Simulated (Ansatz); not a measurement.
# Ansatz run, TiNi₄O₈

Input file of Ansatz 0.2.0:

```yaml
crystal:
  lattice:
    - [0.0, 0.0, 2.8518046]
    - [4.49311711, -4.49311711, 1.4259023]
    - [4.49311711, 4.49311711, -1.4259023]
  atoms:
    - { symbol: Ti, position: [0.5, 0.0, 0.0] }
    - { symbol: Ni, position: [0.16757, 0.18266, 0.5178] }
    - { symbol: Ni, position: [0.35023, 0.4822, 0.18266] }
    - { symbol: Ni, position: [0.83243, 0.81734, 0.4822] }
    - { symbol: Ni, position: [0.64977, 0.5178, 0.81734] }
    - { symbol: O, position: [0.19834, 0.95073, 0.34741] }
    - { symbol: O, position: [0.14907, 0.65259, 0.95073] }
    - { symbol: O, position: [0.80166, 0.04927, 0.65259] }
    - { symbol: O, position: [0.85093, 0.34741, 0.04927] }
    - { symbol: O, position: [0.15802, 0.38716, 0.7032] }
    - { symbol: O, position: [0.54518, 0.2968, 0.38716] }
    - { symbol: O, position: [0.84198, 0.61284, 0.2968] }
    - { symbol: O, position: [0.45482, 0.7032, 0.61284] }
  symmetry: { tolerance: 0.0003 }
kpoints:
  mp_grid: { grid: [7, 7, 7], shift: [0, 0, 0] }
  band_path:
    path:
      - [0.0, 0.0, 0.0]
      - [0.0, 0.0, 0.5]
      - [0.0, 0.5, 0.5]
      - [0.0, 0.0, 0.0]
      - [0.55035633, 0.27517816, -0.27517816]
      - [0.44964367, 0.72482184, 0.27517816]
      - [0.0, 0.5, 0.5]
      - [0.0, 0.0, 0.5]
      - [0.5, 0.25, 0.25]
      - [0.5, 0.5, 0.0]
      - [0.0, 0.0, 0.0]
    npoints: 6
magnetization:
  spin_polarized: false
scf:
  occupations: { method: fermi_dirac, width: 0.0307 }
  lower_state_search: "off"
  max_iter: 200
hamiltonian:
  pseudopotentials: { kind: paw }
  xc: r2scan
basis:
  ecutwfc: 500
  fft_grid_basis: typed
output:
  forces: true
  stress: true
  eigenvalues: true
  bader: true
  populations: true
  elf: true
  write_potential: true
  volumetric_format: npy
  dos:
    e_range: [-12, 8]
    de: 0.05
    projected: { site_lists: { Ni: [Ni], O: [O], Ti: [Ti] } }
checkpoint:
  read: saved_state
```

The run starts from an earlier solution of this cell. 

Parts of the output:

```
Pseudopotentials: kind: paw
Pseudopotential: Ti, paw, valence charge 12, recommended cutoff 500 eV (meta_gga), Ti.paw.azcp
Pseudopotential: Ni, paw, valence charge 18, recommended cutoff 500 eV (meta_gga), Ni.paw.azcp
Pseudopotential: O, paw, valence charge 6, recommended cutoff 500 eV (meta_gga), O.paw.azcp
Functional definition: r2SCAN
  exchange = r2scan_x(k0 = k0, k1 = k1, a1 = a1)
  correlation = r2scan_c
Crystal: 13 atoms, lattice volume = 115.145 Å³
Basis set: ecut = 500 eV, 2905 PW (Γ), exchange–correlation on 96×192×192 points (64 copies of the dense FFT grid, shifted against one another)
Bands: 80, of which v1, the nominal top of the filled ones, is band 66 counted from 1 (65 counted from 0)
Symmetry: 8 space group operations
Space group: I4/m (ITA 87), of the structure as read, at distance tolerance 1.5e-3 Å
k-points: 52 of 343
Initial density: read from a saved state, or passed on in memory by an earlier SCF of this step, an earlier step, the calling program or the single point that the run made first
Functional: x = r2scan, c = r2scan; τ floored in thin density (d = 2e-4 eV/Å³)
SCF iter   1: F=-30425.1596 eV  Δρ=9.18e-3  dr2=1.42e-1  dr2_τ=1.65e-2
SCF iter   2: F=-30423.3595 eV  Δρ=3.30e-2  dr2=2.08e0  dr2_τ=4.27e-2  recentre
SCF iter   3: F=-30425.2605 eV  Δρ=4.91e-3  dr2=3.17e-2  dr2_τ=2.03e-3  defer=24
SCF iter   4: F=-30425.2882 eV  Δρ=2.81e-3  dr2=1.33e-3  dr2_τ=1.00e-3  defer=24
SCF iter   5: F=-30425.2779 eV  Δρ=2.51e-3  dr2=1.22e-2  dr2_τ=2.12e-4  defer=24
SCF iter   6: F=-30425.2873 eV  Δρ=8.50e-4  dr2=1.61e-3  dr2_τ=2.68e-5  defer=24
SCF iter   7: F=-30425.2886 eV  Δρ=2.99e-4  dr2=2.36e-4  dr2_τ=3.00e-6  defer=24
SCF iter   8: F=-30425.2886 eV  Δρ=3.14e-4  dr2=2.52e-4  dr2_τ=3.95e-6  defer=24
SCF iter   9: F=-30425.2887 eV  Δρ=1.74e-4  dr2=7.53e-5  dr2_τ=1.05e-6  defer=24
SCF iter  10: F=-30425.2888 eV  Δρ=2.75e-5  dr2=5.10e-7  dr2_τ=5.13e-8  defer=24
SCF iter  11: F=-30425.2888 eV  Δρ=2.33e-5  dr2=7.80e-7  dr2_τ=1.14e-8  defer=24
SCF iter  12: F=-30425.2888 eV  Δρ=6.61e-6  dr2=5.45e-8  dr2_τ=1.19e-9
Free energy (F): -30425.2888 eV
Harris-Foulkes:  -30425.2888 eV  (|F-HF|=3.12e-8)
Internal energy: -30425.2562 eV  (E = F + TS)
E sigma→0 (E₀):  -30425.2725 eV
Entropy (-TS):   -0.0326 eV (-2.511 meV/atom)
Fermi energy:    13.1885 eV
--- Forces (eV/Å), atoms counted from 1 ---
  atom   1  Ti     0.0000     0.0000     0.0000
  atom   2  Ni     0.6641    -0.7858     0.0000
  atom   3  Ni     0.7858     0.6641     0.0000
  atom   4  Ni    -0.6641     0.7858     0.0000
  atom   5  Ni    -0.7858    -0.6641     0.0000
  atom   6  O     -1.7510    -2.8993     0.0000
  atom   7  O      2.8993    -1.7510     0.0000
  atom   8  O      1.7510     2.8993     0.0000
  atom   9  O     -2.8993     1.7510     0.0000
  atom  10  O     -0.1100     1.0337     0.0000
  atom  11  O     -1.0337    -0.1100     0.0000
  atom  12  O      0.1100    -1.0337     0.0000
  atom  13  O      1.0337     0.1100     0.0000
--- Stress (GPa, compression-positive) ---
       18.8355       0.0000       0.0000
        0.0000      18.8355       0.0000
        0.0000       0.0000      17.0770
  P = ⅓ Tr σ = 18.2493 GPa (182.493 kbar)
```

Absolute energies hang on the potentials; compare differences alone.

Origin: a known structure type with other elements, at an estimated volume, so it need not be a known compound. Caveats: no spin polarisation, so a magnetic state may lie lower; the k mesh is coarse if the cell is a metal; atoms or cell far from equilibrium.
